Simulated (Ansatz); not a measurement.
One stationary structure of CuI. Space group F-43m (No. 216), zinc blende type. Level of theory: PBEsol (plane waves to 420 eV, PAW, scalar-relativistic; Ansatz, a program for electronic structure).

```xyz
2
Lattice="0.0000 2.9694 2.9694 2.9694 0.0000 2.9694 2.9694 2.9694 0.0000" Properties=species:S:1:pos:R:3 pbc="T T T"
Cu     2.9694     2.9694     2.9694
I      4.4541     4.4541     4.4541
```

### Question
Estimate the band gap that PBEsol returns for this input.

### Answer
1.17 eV, direct at Γ (no spin-orbit coupling).

No spin polarisation in the result. Spin-orbit coupling is missing; with elements this heavy it can move band edges by tenths of an eV or more.

Measured for CuI: a 6.053 Å (as listed in arXiv:2305.18931). Computed minus measured — a: PBEsol -1.9 %. The computed values are for a static lattice.

It was reached from a disturbed copy of a P-6m2 (No. 187) cell (AFLOW prototype AB_hP2_187_d_a (B_h, as in WC)), against which it lies -0.40 eV/atom.
